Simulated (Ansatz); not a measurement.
LuB2Os3 in space group P6/mmm (No. 191; B on 2c, Os on 3g, Lu on 1a) at seven volumes, the program Ansatz at the r²SCAN level (PAW), shape and atoms relaxed at each. One row is withheld.

```csv
V (Å³/atom),P (GPa)
11.924,32.26
12.317,19.74
12.710,9.08
13.103,0.00
13.496,-7.73
13.889,?
14.282,-19.91
```

Task: Fit the shown pressures and predict the withheld one.

Result: P = (3/2)B₀(x^(7/2) − x^(5/2))[1 + (3/4)(B′ − 4)(x − 1)] with x = (V₀/V)^(2/3). Least squares on the six rows gives V₀ = 13.103 Å³/atom, B₀ = 279 GPa, B′ = 4.34. At V = 13.889, x = 0.9619 and P = -14.33 GPa. The run itself gave -14.31 GPa.

The workflow started from an entry of the Crystallography Open Database (COD). Its standing as an ambient phase is unchecked. The r²SCAN relaxation kept the symmetry of its start; whether a distortion lowers the energy is not shown. No spin polarisation was allowed. Spin–orbit coupling is left out wherever it is not named.

Potentials: the later of the program's two PAW sets.
